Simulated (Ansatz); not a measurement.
The relaxed structure here is a generated cell of BAs: the first start was made by placing the elements on the sites of a structure type, and the end was not matched to a known phase here, so it may be hypothetical. Known forms of BAs include space group No. 216.

A structure of BAs relaxed with PBEsol (plane waves to 420 eV, PAW, scalar-relativistic; Ansatz, a first-principles code); single points at other levels follow on the same geometry (Ansatz, PAW; HSE06 at 420 eV on a 4×6×4 k-mesh; no spin-orbit coupling). Space group Pnma (No. 62).

```cif
data_As4B4
_chemical_formula_sum 'B4 As4'
_space_group_name_H-M_alt 'Pnma'
_space_group_IT_number 62
_space_group_name_Hall '-P 2ac 2n'
_cell_length_a 6.58609
_cell_length_b 3.40549
_cell_length_c 5.66585
_cell_angle_alpha 90.000
_cell_angle_beta 90.000
_cell_angle_gamma 90.000
loop_
_atom_site_label
_atom_site_type_symbol
_atom_site_symmetry_multiplicity
_atom_site_Wyckoff_symbol
_atom_site_fract_x
_atom_site_fract_y
_atom_site_fract_z
_atom_site_occupancy
B1 B 4 c 0.33991 0.25000 0.09918 1
As1 As 4 c 0.16326 0.25000 0.39128 1
```

```json
[
 {"level": "PBEsol", "gap (eV)": "0.36", "kind": "indirect", "conduction minimum": "U"},
 {"level": "HSE06", "gap (eV)": "?", "kind": "–", "conduction minimum": "?"}
]
```

Some entries are withheld; supply them.


- HSE06, gap (eV): 1.07
- HSE06, conduction minimum: U

HSE06 gaps come from a coarse mesh plus a few chosen points, so they may be too large. No spin polarisation in the result.

The run could not lose the symmetry of its start, so the end can be a saddle point.
